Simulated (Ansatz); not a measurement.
Here is the system:

ZnO (wurtzite)

```xyz
4
Lattice="3.2796 0.0000 0.0000 -1.6398 2.8402 0.0000 0.0000 0.0000 5.2933" Properties=species:S:1:pos:R:3 pbc="T T T"
Zn     1.6398     0.9467     0.0114
Zn     0.0000     1.8935     2.6580
O      1.6398     0.9467     3.2980
O      0.0000     1.8935     0.6513
```

In each cell atom 3 (O, nearest neighbour Zn at 1.999 Å; its periodic images, 3.3 Å or more away, move with it) moves by s·(0.577, 0.577, 0.577) (along Cartesian [111]), the rest being held.

Method: PBE (plane waves to 420 eV, PAW, scalar-relativistic; Ansatz, a first-principles code). k mesh 9×9×5 (Γ-centred), Fermi-Dirac smearing 0.05 eV. Energies are smeared free energies. ZnO was relaxed with its symmetry unable to fall. The zero of ΔE is the undisplaced structure.

The scan covers s from -0.400 to 0.400 Å in 11 points.

Problem. Is the energy the same for displacements of ±0.400 Å, and if not, which side lies higher?

Solution. Not even: the negative side lies higher at ±0.400 Å. With its periodic images moving along, the atom's site symmetry in this cell is 3m..

Problem. What is the force constant k = d²E/ds² of this move at s = 0?

Solution. 8.18 eV/Å².

(For displaced atoms, the force is minus the slope of the energy, and its curvature is a force constant, which sets phonon frequencies.)
